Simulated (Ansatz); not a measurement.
## What spin–orbit coupling does to the bands of Hf

```
Hf
1.0
     3.19238    0.00000    0.00000
    -1.59619    2.76469    0.00000
     0.00000    0.00000    5.04504
Hf
2
Direct
  0.33333 0.66667 0.25000
  0.66667 0.33333 0.75000
```

Atom numbers follow the list: Hf1, Hf2.

Conventional cell: a = 3.192 Å, b = 3.192 Å, c = 5.045 Å, α = 90.00°, β = 90.00°, γ = 120.00°. Around Hf (atom 1) lie 12 Hf at 3.12 to 3.19 Å.

Structure from Materials Project entry mp-103 (possibly hypothetical), not relaxed further.

Methods: DFT, PBE, all-electron LAPW, scalar-relativistic (Ansatz 0.2.0); DFT, PBE, all-electron LAPW, Dirac equation with spin-orbit coupling (Ansatz 0.2.0).

Sampling and basis: a Γ-centred 12×12×7 k mesh, Fermi–Dirac smearing of 0.05 eV, basis error target 0.5 meV/atom, no spin polarisation.

Levels between -4 and 3 eV, each run counted from its own valence-band top where it has a gap, else its Fermi level. Scalar levels are listed once for both spins; with the coupling every spinor state is counted. Levels near the edges of the range can cross them.

Problem. At Γ (0.000, 0.000, 0.000) the scalar-relativistic levels are -3.73, 0.66, 1.16 (×2), 1.46, 1.99 (×2), 2.63 (×2). What are they with spin–orbit coupling?

Solution. -3.70 (×2), 0.61 (×2), 1.00 (×2), 1.38 (×2), 1.44 (×2), 1.78 (×2), 2.24 (×2), 2.62 (×2), 2.83 (×2).

Problem. At H (0.333, 0.333, 0.500) the scalar-relativistic levels are -1.77 (×2), -1.48 (×2), -0.21 (×2), 2.53 (×2). What are they with spin–orbit coupling?

Solution. -1.78 (×2), -1.71 (×2), -1.63 (×2), -1.33 (×2), -0.37 (×2), -0.06 (×2), 2.43 (×2), 2.70 (×2).
